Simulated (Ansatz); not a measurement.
## Cr (Im-3m): ferro- and antiferromagnetic starts

```
CELL_PARAMETERS angstrom
2.96890 0.00000 0.00000
0.00000 2.96890 0.00000
0.00000 0.00000 5.93780
ATOMIC_POSITIONS crystal
Cr 0.00000 0.00000 0.00000
Cr 0.00000 0.00000 0.50000
Cr 0.50000 0.50000 0.25000
Cr 0.50000 0.50000 0.75000
```

The geometry is a structure from the Materials Project, repeated to hold the magnetic orders, held fixed and not relaxed.

The runs share PBE, 10×10×5 k mesh, Fermi–Dirac smearing of 0.05 eV. PAW means Ansatz 0.2.0 on its default frozen-core files; LAPW is all-electron LAPW in Ansatz 0.2.0. Site moments are integrated in spheres about the atoms, whose radii differ between the methods. Start moments of the first PAW run (μB): Cr1 3, Cr2 3, Cr3 3, Cr4 3.

Energies count from the run that starts all moments parallel. Patterns list the atoms that start with 0.5 μB or more.

```json
{"start": "Cr1↑, Cr2↑, Cr3↑, Cr4↑", "ΔF PAW (meV/atom)": "0.0", "ΔF LAPW (meV/atom)": "0.0", "largest moment, PAW (μB)": "0.00", "M, PAW (μB/cell)": "0.00", "order at the end, PAW": "moments lost", "P, PAW (GPa)": "-24.6"}
{"start": "Cr1↑, Cr2↓, Cr3↑, Cr4↓", "ΔF PAW (meV/atom)": "0.0", "ΔF LAPW (meV/atom)": "0.0", "largest moment, PAW (μB)": "0.00", "M, PAW (μB/cell)": "0.00", "order at the end, PAW": "moments lost", "P, PAW (GPa)": "-24.6"}
{"start": "Cr1↑, Cr2↑, Cr3↑, Cr4↓", "ΔF PAW (meV/atom)": "-80.3", "ΔF LAPW (meV/atom)": "-81.7", "largest moment, PAW (μB)": "1.71", "M, PAW (μB/cell)": "0.00", "order at the end, PAW": "changed", "P, PAW (GPa)": "-13.4"}
{"start": "Cr1↑, Cr2↑, Cr3↓, Cr4↓", "ΔF PAW (meV/atom)": "-80.3", "ΔF LAPW (meV/atom)": "–", "largest moment, PAW (μB)": "1.71", "M, PAW (μB/cell)": "0.00", "order at the end, PAW": "kept", "P, PAW (GPa)": "-13.4"}
{"start": "no spin polarisation", "ΔF PAW (meV/atom)": "0.0", "ΔF LAPW (meV/atom)": "–", "largest moment, PAW (μB)": "0.00", "M, PAW (μB/cell)": "0.00", "order at the end, PAW": "–", "P, PAW (GPa)": "-24.6"}
```

The lowest of these ends as follows. Site moments (μB): Cr1 1.71, Cr2 1.71, Cr3 -1.71, Cr4 -1.71. Cell moment 0.00 μB. Orders of other supercells weren't tried and can lie lower.

The start Cr1↑, Cr2↑, Cr3↑, Cr4↓ ends so. Site moments (μB): Cr1 1.71, Cr2 1.71, Cr3 -1.71, Cr4 -1.71. Cell moment 0.00 μB.

This cell lies far from its zero-pressure volume, so the numbers describe the cell as given rather than the relaxed compound. The Ansatz runs typed with the search for lower states off end where their start leads. The magnetic state is the one that this cell and start allow. It needn't be the compound's measured order, which may need a larger cell or be absent.
